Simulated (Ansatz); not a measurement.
CuI:
```cif
data_Cu4I4
_chemical_formula_sum 'Cu4 I4'
_space_group_name_H-M_alt 'F-43m'
_space_group_IT_number 216
_space_group_name_Hall 'F -4 2 3'
_cell_length_a 6.07895
_cell_length_b 6.07895
_cell_length_c 6.07895
_cell_angle_alpha 90.000
_cell_angle_beta 90.000
_cell_angle_gamma 90.000
loop_
_atom_site_label
_atom_site_type_symbol
_atom_site_symmetry_multiplicity
_atom_site_Wyckoff_symbol
_atom_site_fract_x
_atom_site_fract_y
_atom_site_fract_z
_atom_site_occupancy
Cu1 Cu 4 c 0.25000 0.25000 0.25000 1
I1 I 4 a 0.00000 0.00000 0.00000 1
```
(The calculation used a cell of 2 atoms; values per cell refer to that cell.)

Relaxed with PBE.

Question: Which orbitals make up the states near the band edges in plane-wave PAW PBE (Ansatz code)?

Answer: Top 1 eV of the valence band: Cu 3d 65 %, I 5p 32 %. Bottom 1 eV of the conduction band: Cu 4s 65 %, I 5s 16 %, I 5p 14 %. Projections are on Löwdin-orthogonalised atomic valence shells; empty p or d shells of many metals are not among them.

Question: Tabulate the density of states.

Answer: States/eV per cell of 2 atoms, in 0.25 eV bins, energy from the valence-band maximum.

| E (eV) | total | Cu 3d | I 5p | Cu 4s |
|---|---|---|---|---|
| -7.85 | 0.00 | 0.00 | 0.00 | 0.00 |
| -7.60 | 0.00 | 0.00 | 0.00 | 0.00 |
| -7.35 | 0.00 | 0.00 | 0.00 | 0.00 |
| -7.10 | 0.00 | 0.00 | 0.00 | 0.00 |
| -6.85 | 0.00 | 0.00 | 0.00 | 0.00 |
| -6.60 | 0.00 | 0.00 | 0.00 | 0.00 |
| -6.35 | 0.00 | 0.00 | 0.00 | 0.00 |
| -6.10 | 0.00 | 0.00 | 0.00 | 0.00 |
| -5.85 | 0.00 | 0.00 | 0.00 | 0.00 |
| -5.60 | 0.13 | 0.00 | 0.10 | 0.03 |
| -5.35 | 2.71 | 0.09 | 1.98 | 0.60 |
| -5.10 | 3.32 | 0.15 | 2.36 | 0.74 |
| -4.85 | 0.79 | 0.09 | 0.54 | 0.13 |
| -4.60 | 0.50 | 0.08 | 0.34 | 0.06 |
| -4.35 | 2.06 | 0.31 | 1.65 | 0.07 |
| -4.10 | 2.24 | 0.41 | 1.73 | 0.07 |
| -3.85 | 3.79 | 0.86 | 2.84 | 0.04 |
| -3.60 | 8.46 | 2.74 | 5.63 | 0.01 |
| -3.35 | 0.00 | 0.00 | 0.00 | 0.00 |
| -3.10 | 0.00 | 0.00 | 0.00 | 0.00 |
| -2.85 | 0.00 | 0.00 | 0.00 | 0.00 |
| -2.60 | 0.00 | 0.00 | 0.00 | 0.00 |
| -2.35 | 0.00 | 0.00 | 0.00 | 0.00 |
| -2.10 | 0.00 | 0.00 | 0.00 | 0.00 |
| -1.85 | 16.29 | 16.06 | 0.07 | 0.05 |
| -1.60 | 6.77 | 6.31 | 0.24 | 0.07 |
| -1.35 | 4.99 | 4.22 | 0.60 | 0.05 |
| -1.10 | 4.78 | 3.64 | 0.99 | 0.04 |
| -0.85 | 3.65 | 2.48 | 1.06 | 0.03 |
| -0.60 | 2.12 | 1.32 | 0.74 | 0.02 |
| -0.35 | 1.06 | 0.61 | 0.42 | 0.01 |
| -0.10 | 0.34 | 0.19 | 0.15 | 0.00 |
| 0.15 | 0.00 | 0.00 | 0.00 | 0.00 |
| 0.40 | 0.00 | 0.00 | 0.00 | 0.00 |
| 0.65 | 0.00 | 0.00 | 0.00 | 0.00 |
| 0.90 | 0.00 | 0.00 | 0.00 | 0.00 |
| 1.15 | 0.00 | 0.00 | 0.00 | 0.00 |
| 1.40 | 0.01 | 0.00 | 0.00 | 0.01 |
| 1.65 | 0.04 | 0.00 | 0.01 | 0.03 |
| 1.90 | 0.07 | 0.00 | 0.01 | 0.04 |
| 2.15 | 0.16 | 0.00 | 0.03 | 0.10 |
| 2.40 | 0.58 | 0.01 | 0.10 | 0.34 |
| 2.65 | 0.68 | 0.01 | 0.13 | 0.38 |
| 2.90 | 1.16 | 0.02 | 0.19 | 0.48 |
| 3.15 | 2.36 | 0.04 | 0.39 | 0.88 |
| 3.40 | 2.03 | 0.03 | 0.35 | 0.79 |
| 3.65 | 1.22 | 0.02 | 0.20 | 0.44 |
| 3.90 | 1.06 | 0.01 | 0.15 | 0.31 |
| 4.15 | 0.79 | 0.01 | 0.08 | 0.15 |
| 4.40 | 0.88 | 0.01 | 0.06 | 0.11 |
| 4.65 | 1.77 | 0.01 | 0.11 | 0.19 |
| 4.90 | 1.98 | 0.01 | 0.10 | 0.16 |
| 5.15 | 1.27 | 0.01 | 0.05 | 0.07 |
| 5.40 | 0.95 | 0.00 | 0.02 | 0.01 |
| 5.65 | 2.37 | 0.01 | 0.05 | 0.05 |
| 5.90 | 2.23 | 0.01 | 0.05 | 0.06 |

The PBE relaxation kept the symmetry of its start; phonons on a q-mesh show no instability. The run is not spin-polarised. Spin–orbit coupling is left out wherever it is not named.

Potentials: the later of the program's two PAW sets.
